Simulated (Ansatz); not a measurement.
A: CdS (wurtzite), a = b = 4.197 Å, c = 6.830 Å, α = β = 90.00°, γ = 120.00°
B: GaN (wurtzite), a = b = 3.219 Å, c = 5.244 Å, α = β = 90.00°, γ = 120.00°
C: SiO2 (rutile), a = 4.2359 Å, b = 4.2359 Å, c = 2.6899 Å, α = 90.00°, β = 90.00°, γ = 90.00°
D: TiAl (CuAu type, space group P4/mmm), a = b = 2.824 Å, c = 4.071 Å, α = β = γ = 90.00°

Scan: energy against volume (even scaling of the relaxed cell, symmetry kept). One method and one kind of scan serve all of them; meshes and ranges differ. All were relaxed with their symmetry unable to fall. The PAW data are Ansatz's earlier set. TiAl is run without spin polarisation.

Q: Rank these by bulk modulus at fixed cell shape (fitted) (lowest first), as PBE (plane waves to 420 eV, PAW, scalar-relativistic; Ansatz, a quantum-chemistry and plane-wave program) gives it.

A: A (53.1 GPa), D (113 GPa), B (172 GPa), C (277 GPa)

(Under strain, the slope of the energy per volume gives the stress and its curvature an elastic modulus.)
